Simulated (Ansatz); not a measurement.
ZrB2:
```xyz
3
Lattice="3.1548 0.0000 0.0000 -1.5774 2.7321 0.0000 0.0000 0.0000 3.5065" Properties=species:S:1:pos:R:3 pbc="T T T"
Zr     0.0000     0.0000     0.0000
B      0.0000     1.8214     1.7533
B      1.5774     0.9107     1.7533
```

This is the PBEsol-relaxed structure. x, y and z are the axes in which the lattice vectors are written.

Question: All from plane-wave PAW PBEsol (Ansatz code), unless another level is named. Give the bulk modulus (Birch–Murnaghan fit).

Answer: 250 GPa.

Question: Predict the elastic constants (relaxed ions, GPa).

Answer: C11 = 587, C12 = 56.1, C13 = 129, C33 = 454, C44 = 266.

Space group P6/mmm. The cell was relaxed with PBEsol under the symmetry of its start; of distortions, only those at the zone centre were tested. The run is not spin-polarised. As this level gives no gap, shear constants depend on the k-mesh and smearing (Fermi–Dirac, 0.1 eV here).

Potentials: the later of the program's two PAW sets.
